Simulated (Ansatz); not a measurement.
A generator proposed this cell of GaO3.

Space group Fm-3m (No. 225). a = 6.248 Å, b = 6.248 Å, c = 6.248 Å, α = 90.00°, β = 90.00°, γ = 90.00°
```csv
atom,site,symmetry,x,y,z
Ga,4a,m-3m,0.0000,0.0000,0.0000
O,8c,-43m,0.2500,0.7500,0.7500
O,4b,m-3m,0.5000,0.0000,0.0000
```

All numbers below come from DFT PBE, scalar-relativistic, plane waves, PAW in Ansatz 0.2.0. Plane waves to 420 eV, a k mesh through Γ of 6×6×6 on the computed 4-atom cell and Gaussian smearing (0.10 eV); collinear spin from starting moments 0.0 1.0 1.0 1.0 μB.

Formation energies are uncorrected and refer to the elements' standard structures at the same level (O₂ as a molecule).

Task: Estimate its pressure, forces and energy as it stands.

Result: The pressure is -20.7 GPa (it wants to contract), the largest force is 0.00 eV/Å (symmetry fixes the atoms), and the energy is +1.07 eV/atom against the elements. The shortest distance is 2.71 Å.

Task: How much does it gain on relaxing, and where does it end?

Result: Relaxing gains about 0.71 eV/atom (the start's value is from the coarse mesh, so the gain is rough) in 11 ionic steps and ends at +0.36 eV/atom on the finer mesh. The symmetry stays Fm-3m (No. 225). The end has the BiF3 (D0_3) type. The volume per atom shrinks by 40.6 %, from 15.2 to 9.1 Å³. The shortest distance goes from 2.71 Å (Ga–O and O–O) to 2.27 Å (Ga–O and O–O). Conventional cell: a = 5.254 Å. Around Ga lie 8 O at 2.27 Å and 6 O at 2.63 Å; O on a site of symmetry -43m is surrounded by 4 Ga at 2.27 Å, 4 O at 2.27 Å and 6 O at 2.63 Å; around O on a site of symmetry m-3m lie 8 O at 2.27 Å and 6 Ga at 2.63 Å.

The last run used collinear spin, a 16×16×16 mesh for its 4-atom cell and Gaussian smearing of 0.10 eV. Another magnetic order may lie lower. The relaxation can't lower the symmetry of the start. A structure relaxed within its symmetry needn't be a true minimum. Another cell of GaO3 relaxed alike, in Pm-3m, lies 0.47 eV/atom lower, so this cell isn't the stable form at this level.
